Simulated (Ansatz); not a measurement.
Ta2Si in space group I4/mcm (No. 140; Ta on 8h, Si on 4a) under volume change, LDA in the plane-wave PAW code Ansatz, shape and atoms relaxed at each volume.

| V (Å³/atom) | E − E(relaxed) (meV/atom) | P (GPa) |
|---|---|---|
| 14.098 | 108.2 | 26.90 |
| 14.563 | 45.6 | 16.55 |
| 15.027 | 10.8 | 7.65 |
| 15.492 | 0.0 | -0.01 |
| 15.957 | 9.8 | -6.55 |
| 16.422 | 37.1 | -12.17 |
| 16.886 | 79.6 | -17.01 |

Question: What does a third-order Birch–Murnaghan fit give for V₀, B₀ and B′?

Answer: V₀ = 15.49 Å³/atom, B₀ = 235 GPa, B′ = 4.1.

The first step of the workflow began from a Materials Project structure, measured or hypothetical; the Crystallography Open Database copy checked does not list it. Its standing as an ambient phase is unchecked. The LDA relaxation kept the symmetry of its start; of distortions, only those at the zone centre were tested. The run is not spin-polarised. Spin–orbit coupling is left out wherever it is not named.

Potentials: the later of the program's two PAW sets.
